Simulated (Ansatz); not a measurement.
Q: Each is relaxed and computed with r²SCAN (plane waves, PAW; program Ansatz). Which is the only one with a gap?
A) TbAl2Ge2, P-3m1 (Tb on 1a, Al on 2d, Ge on 2d)
B) TbAl2Si2, P-3m1 (Tb on 1a, Al on 2d, Si on 2d)
C) Sr2H3I, P-3m1 (Sr on 2d, H on 1b, H on 2d, I on 1a)
D) LaAl2Si2, P-3m1 (La on 1a, Al on 2d, Si on 2d)

A: C, Sr2H3I, P-3m1 (Sr on 2d, H on 1b, H on 2d, I on 1a). Sr2H3I: gap 2.65 eV (indirect); TbAl2Ge2: metal; TbAl2Si2: metal; LaAl2Si2: metal. The 4f shell is in the valence, and the state reached may lie above the lowest one. Spin orders computed, not proven ground states: TbAl2Ge2, P-3m1 (Tb on 1a, Al on 2d, Ge on 2d) ferromagnetic; TbAl2Si2, P-3m1 (Tb on 1a, Al on 2d, Si on 2d) ferromagnetic. Standing as an ambient phase not checked: Sr2H3I, P-3m1 (Sr on 2d, H on 1b, H on 2d, I on 1a); TbAl2Ge2, P-3m1 (Tb on 1a, Al on 2d, Ge on 2d); TbAl2Si2, P-3m1 (Tb on 1a, Al on 2d, Si on 2d); LaAl2Si2, P-3m1 (La on 1a, Al on 2d, Si on 2d). All cells were relaxed under the symmetry of their starts (and spin orders); stability against distortions was not tested throughout. No Hubbard U is applied. Scalar-relativistic: spin–orbit coupling is off unless named, which matters more the heavier the elements.

Potentials: the later of the program's two PAW sets.
